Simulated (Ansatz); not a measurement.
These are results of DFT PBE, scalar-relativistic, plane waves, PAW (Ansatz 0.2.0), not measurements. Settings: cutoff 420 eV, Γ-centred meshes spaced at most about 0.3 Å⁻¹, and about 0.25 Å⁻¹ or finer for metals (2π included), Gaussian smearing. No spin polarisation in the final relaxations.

These are static total energies at zero pressure. All come from trial cells, and lower structures may exist.

Task: Which of these relaxed structures of Zr2H3 is the lowest in energy?
1.

Space group Pm-3m (No. 221). a = 3.782 Å, b = 3.782 Å, c = 3.782 Å, α = 90.00°, β = 90.00°, γ = 90.00°
```json
{"atom": "Zr", "site": "1b", "symmetry": "m-3m", "x": "0.5000", "y": "0.5000", "z": "0.5000"}
{"atom": "Zr", "site": "1a", "symmetry": "m-3m", "x": "0.0000", "y": "0.0000", "z": "0.0000"}
{"atom": "H", "site": "3d", "symmetry": "4/mm.m", "x": "0.5000", "y": "0.0000", "z": "0.0000"}
```

2.

Space group P-6m2 (No. 187). a = 3.301 Å, b = 3.301 Å, c = 6.078 Å, α = 90.00°, β = 90.00°, γ = 120.00°
```
atom  site  symmetry       x       y       z
  Zr    2g       3m. 0.0000  0.0000  0.2627
   H    2h       3m. 0.3333  0.6667  0.1715
   H    1f      -6m2  0.6667  0.3333  0.5000
```

3.

Space group P-3m1 (No. 164). a = 3.248 Å, b = 3.248 Å, c = 5.705 Å, α = 90.00°, β = 90.00°, γ = 120.00°
```tsv
atom	site	symmetry	x	y	z
Zr	2d	3m.	0.3333	0.6667	0.2371
H	1a	-3m.	0.0000	0.0000	0.0000
H	2d	3m.	0.3333	0.6667	0.6072
```

4.

Space group R3m:H (No. 160). a = 3.320 Å, b = 3.320 Å, c = 34.270 Å, α = 90.00°, β = 90.00°, γ = 120.00°
| atom | site | symmetry | x | y | z |
| --- | --- | --- | --- | --- | --- |
| Zr | 3a | 3m | 0.3333 | 0.6667 | 0.2969 |
| Zr | 3a | 3m | 0.3333 | 0.6667 | 0.1240 |
| Zr | 3a | 3m | 0.6667 | 0.3333 | 0.2096 |
| Zr | 3a | 3m | 0.0000 | 0.0000 | 0.0380 |
| H | 3a | 3m | 0.3333 | 0.6667 | 0.2340 |
| H | 3a | 3m | 0.0000 | 0.0000 | 0.1023 |
| H | 3a | 3m | 0.0000 | 0.0000 | 0.1907 |
| H | 3a | 3m | 0.6667 | 0.3333 | 0.1478 |
| H | 3a | 3m | 0.6667 | 0.3333 | 0.2713 |
| H | 3a | 3m | 0.3333 | 0.6667 | 0.0633 |

Result: 4. It has space group R3m (No. 160); the next, 3, with the La2O3 (A sesquioxide) type, space group P-3m1 (No. 164), lies 16 meV/atom higher. Counting H atoms around Zr (those within 1.25 times the shortest such distance or 1.15 times the sum of covalent radii; a plus sign parts nearer from farther groups; a slash parts the counts of unlike sites), the lowest has Zr 4/7/8 and the next has Zr 4+3.

With hydrogen, zero-point motion can shift such differences by 10 meV/atom or more. Cells relaxed within their symmetry can be saddle points. Some types were kept out of the candidates beforehand, so the set may lack a known form.
